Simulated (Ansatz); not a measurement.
Input and command of a plane-wave DFT calculation in Ansatz:

```yaml
crystal:
  lattice:
    - [12.7401921512, 0.0, 0.0]
    - [0.0, 4.2467307171, 0.0]
    - [0.0, 0.0, 18.3700960756]
  atoms:
    - { symbol: Ti, position: [0.0, 0.0, 0.081654445] }
    - { symbol: "N", position: [0.1666666667, 0.0, 0.081654445] }
    - { symbol: Ti, position: [0.0, 0.5, 0.1972425916] }
    - { symbol: "N", position: [0.1666666667, 0.5, 0.1972425916] }
    - { symbol: Ti, position: [0.1666666667, 0.0, 0.1972425916] }
    - { symbol: "N", position: [0.0, 0.0, 0.1972425916] }
    - { symbol: Ti, position: [0.1666666667, 0.5, 0.081654445] }
    - { symbol: "N", position: [0.0, 0.5, 0.081654445] }
    - { symbol: Ti, position: [0.3333333333, 0.0, 0.081654445] }
    - { symbol: "N", position: [0.5, 0.0, 0.081654445] }
    - { symbol: Ti, position: [0.3333333333, 0.5, 0.1972425916] }
    - { symbol: "N", position: [0.5, 0.5, 0.1972425916] }
    - { symbol: Ti, position: [0.5, 0.0, 0.1972425916] }
    - { symbol: "N", position: [0.3333333333, 0.0, 0.1972425916] }
    - { symbol: Ti, position: [0.5, 0.5, 0.081654445] }
    - { symbol: "N", position: [0.3333333333, 0.5, 0.081654445] }
    - { symbol: Ti, position: [0.6666666667, 0.0, 0.081654445] }
    - { symbol: "N", position: [0.8333333333, 0.0, 0.081654445] }
    - { symbol: Ti, position: [0.6666666667, 0.5, 0.1972425916] }
    - { symbol: "N", position: [0.8333333333, 0.5, 0.1972425916] }
    - { symbol: Ti, position: [0.8333333333, 0.0, 0.1972425916] }
    - { symbol: "N", position: [0.6666666667, 0.0, 0.1972425916] }
    - { symbol: Ti, position: [0.8333333333, 0.5, 0.081654445] }
    - { symbol: "N", position: [0.6666666667, 0.5, 0.081654445] }
    - { symbol: Ti, position: [0.0, 0.0, 0.3128307383] }
    - { symbol: "N", position: [0.1666666667, 0.0, 0.3128307383] }
    - { symbol: Ti, position: [0.1666666667, 0.5, 0.3128307383] }
    - { symbol: "N", position: [0.0, 0.5, 0.3128307383] }
    - { symbol: Ti, position: [0.3333333333, 0.0, 0.3128307383] }
    - { symbol: "N", position: [0.5, 0.0, 0.3128307383] }
    - { symbol: Ti, position: [0.5, 0.5, 0.3128307383] }
    - { symbol: "N", position: [0.3333333333, 0.5, 0.3128307383] }
    - { symbol: Ti, position: [0.6666666667, 0.0, 0.3128307383] }
    - { symbol: "N", position: [0.8333333333, 0.0, 0.3128307383] }
    - { symbol: Ti, position: [0.8333333333, 0.5, 0.3128307383] }
    - { symbol: "N", position: [0.6666666667, 0.5, 0.3128307383] }
    - { symbol: Ti, position: [0.0, 0.5, 0.4284188849] }
    - { symbol: "N", position: [0.1666666667, 0.5, 0.4284188849] }
    - { symbol: Ti, position: [0.1666666667, 0.0, 0.4284188849] }
    - { symbol: "N", position: [0.0, 0.0, 0.4284188849] }
    - { symbol: Ti, position: [0.3333333333, 0.5, 0.4284188849] }
    - { symbol: "N", position: [0.3333333333, 0.0, 0.4284188849] }
basis:
  ecutwfc: 420
kpoints:
  mp_grid: { grid: [3, 8, 1] }
hamiltonian:
  xc: pbe
scf:
  occupations: { method: gaussian, width: 0.1 }
output:
  forces: true
  eigenvalues: true
  write_density: true
  write_potential: true
  elf: true
  volumetric_format: npy
relax:
  adjacent_minimum: "off"
  f_tol: 0.02
  max_steps: 45
  constraints: [{ sites: [0, 1, 6, 7, 8, 9, 14, 15, 16, 17, 22, 23] }]
efield:
  axis: 3
  dipole_correction: true
  ramp_width: 0.04
```

```bash
ansatz run input.yaml --threads 4 --pin off --max-ram 11264MiB --backend cpu --events-out ev --progress --plain --runs-dir out
```

Processor: AMD EPYC (Zen 3), 4 threads, on a host shared with other jobs.

Problem. How long does it run, and how much memory does it take?

Solution. About 29 min on 4 threads of AMD EPYC (Zen 3), on a shared host, peak memory 4.7 GiB. It solves 221 bands at 10 k points (the mesh reduced by the symmetry that the task leaves, which can be less than the crystal's) with about 19381 plane waves, in 56 SCF iterations over 8 ionic steps.
